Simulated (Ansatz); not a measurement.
# AlCo3: do energies and stresses tell the same story?

Theory: DFT PBEsol, scalar-relativistic, plane waves, PAW in Ansatz 0.2.0.

Settings: cutoff 420 eV, Γ-centred mesh 12×12×10 on the computed 8-atom cell, Gaussian smearing of 0.10 eV; collinear spin from starting moments 0 0 1.42 1.42 1.42 1.42 1.42 1.42 μB.

Relaxed cell: P6_3/mmc, a = 5.001 Å, b = 5.001 Å, c = 4.043 Å, α = 90.00°, β = 90.00°, γ = 120.00°, 8 atoms in the primitive cell. Whether it is the stable form of this composition wasn't checked.

Energies at zero smearing and pressures from the stress tensor, at volumes with shape and atoms relaxed:
| V (Å³/atom) | E − E(first) (meV/atom) | P (GPa) |
| --- | --- | --- |
| 9.961 | 0.00 | 24.56 |
| 10.290 | -40.31 | 14.97 |
| 10.618 | -62.34 | 6.83 |
| 10.946 | -69.05 | 0.00 |
| 11.275 | -62.92 | -5.78 |
| 11.603 | -45.83 | -10.68 |

Question: Check P = −dE/dV between neighbouring volumes, and get the bulk modulus from the pressures alone.

Answer: With 1 eV/Å³ = 160.2 GPa:
| middle V (Å³/atom) | −ΔE/ΔV (GPa) | mean P (GPa) |
| --- | --- | --- |
| 10.125 | 19.666 | 19.761 |
| 10.454 | 10.750 | 10.900 |
| 10.782 | 3.274 | 3.416 |
| 11.111 | -2.991 | -2.892 |
| 11.439 | -8.339 | -8.230 |

The two differ by 0.15 GPa at most. The mean of two end pressures misses the average over a step by about ΔV² P″/12, up to 0.13 GPa here; with that taken off 0.05 GPa remains. The stress is the derivative of the free energy, not of the energy at zero smearing, and with free energies 0.01 GPa remains. Around V = 10.946 Å³/atom, the two neighbours give B = −V ΔP/ΔV = 10.946 × 12.61 / 0.657 = 210.2 GPa, against B0 = 209.6 GPa from the Birch–Murnaghan fit of the energies.

Only this magnetic start was tried.

Cost: 7 runs of about 48 core-minutes in all, on Intel Xeon Platinum 8375C (Ice Lake) (shared hosts).